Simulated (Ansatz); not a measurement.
Given:

Cl:
```
Cl
1.0
    3.18495    -2.03783     0.00000
    3.18495     2.03783     0.00000
    0.00000     0.00000     8.19191
Cl
4
Direct
  0.62197   0.37803   0.39324
  0.87803   0.12197   0.89324
  0.12197   0.87803   0.10676
  0.37803   0.62197   0.60676
```

This is the r²SCAN+D4-relaxed structure.

All from r²SCAN+D4 (plane waves, PAW; program Ansatz), unless another level is named. Give the band gap.

2.62 eV (direct).

Predict the valence-band maximum.

at Γ.

Space group Cmce (molecular I2 type). Symmetry was held in the r²SCAN+D4 relaxation. The substance is a gas or liquid at ambient conditions; this is its low-temperature solid.

Potentials: the later of the program's two PAW sets.
